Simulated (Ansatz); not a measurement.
A relaxed cell of BeZn5Se6 is given with its symmetry left out. The cell was found from a structure generator's guess, not taken from experiment.

The calculation used DFT PBE, scalar-relativistic, plane waves, PAW in Ansatz 0.2.0. Cutoff 420 eV, Γ-centred mesh, Gaussian smearing, no spin polarisation.

```
CELL_PARAMETERS angstrom
6.89039 0.00000 0.00000
-3.44520 5.96726 0.00000
0.00000 0.00000 6.53934
ATOMIC_POSITIONS crystal
Be 0.00000 0.00000 0.00300
Zn 0.66667 0.33333 0.00511
Zn 0.33333 0.66667 0.00511
Zn 0.00000 0.32505 0.50657
Zn 0.67495 0.67495 0.50657
Zn 0.32505 0.00000 0.50657
Se 0.66667 0.33333 0.38427
Se 0.33333 0.66667 0.38427
Se 0.00000 0.00000 0.35031
Se 0.00000 0.31013 0.88606
Se 0.68987 0.68987 0.88606
Se 0.31013 0.00000 0.88606
```

Energies over the elements count from the elements' standard structures at the same level, with no fitted energy shifts.

(1) What space group does it have?

(2) What is its formation energy per atom?

(3) Is it a metal?

## Answers

(1) P31m (No. 157), with Be and Zn ordered on wurtzite sites. Conventional cell: a = 6.890 Å, c = 6.539 Å. Be is surrounded by 4 Se at 2.27 Å; Zn on a site of symmetry 3 is surrounded by 4 Se at 2.48–2.50 Å; around Zn on a site of symmetry m lie 4 Se at 2.46–2.48 Å; around Se on a site of symmetry 3 lie 4 Zn at 2.46–2.48 Å; 2 more sites not described.

(2) −0.714 eV/atom. It lies below the elements, which doesn't yet make it stable against other compounds or structures.

(3) No, the gap on the 6×6×4 mesh is 1.55 eV.

The last run used a 6×6×4 mesh (in the run's order of axes) for its 12-atom cell and Gaussian smearing of 0.02 eV. Kohn–Sham gaps at this level usually fall short of measured ones. The reference form of Se is held partly by dispersion forces, which this level lacks. A later test with randomly moved atoms came back to the same energy, though modes that don't fit the test's cell weren't probed.
